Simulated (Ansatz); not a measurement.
TiAl:
```yaml
crystal:
  lattice:
    - [0.00000, 3.19037, 3.19037]
    - [3.19037, 0.00000, 3.19037]
    - [3.19037, 3.19037, 0.00000]
  atoms:
    - { symbol: Al, position: [0.25000, 0.25000, 0.25000] }
    - { symbol: Al, position: [0.00000, 0.00000, 0.00000] }
    - { symbol: Ti, position: [0.50000, 0.50000, 0.50000] }
    - { symbol: Ti, position: [0.75000, 0.75000, 0.75000] }
```

Relaxed with PBE. Special points in fractions of this cell's reciprocal vectors: Γ (0.000, 0.000, 0.000); X (0.500, 0.000, 0.500); U (0.625, 0.250, 0.625); K (0.375, 0.375, 0.750); L (0.500, 0.500, 0.500); W (0.500, 0.250, 0.750).

Q: List the band energies nearest the Fermi level at these points for DFT-PBE in the program Ansatz with PAW potentials.

A: In eV from the Fermi level; about four levels below and three above (degenerate sets whole), none deeper than 8.9 eV; points with the same levels are listed once.

```csv
k,below,above
Γ,-1.01 -1.01 -0.79 -0.79 -0.79,2.68 2.99 2.99
X,-2.13 -2.13 -1.98 -1.98,0.18 0.18 0.98 0.98
U,-3.84 -2.34 -1.50 -0.21,0.19 0.33 0.44
L,-2.54 -2.54 -0.32 -0.32 -0.12,0.47 0.73 0.73
W,-3.44 -3.44 -0.68 -0.68,0.23 0.23 1.05 1.05
```

Space group Fd-3m. A made-up cell: these elements were put on the sites of a structure type; neither database checked (COD, Materials Project) lists it. It is not the phase usual at ambient conditions (space group No. 123). Symmetry was held in the PBE relaxation; whether a distortion lowers the energy is not shown. No spin polarisation was allowed.

Potentials: the later of the program's two PAW sets.
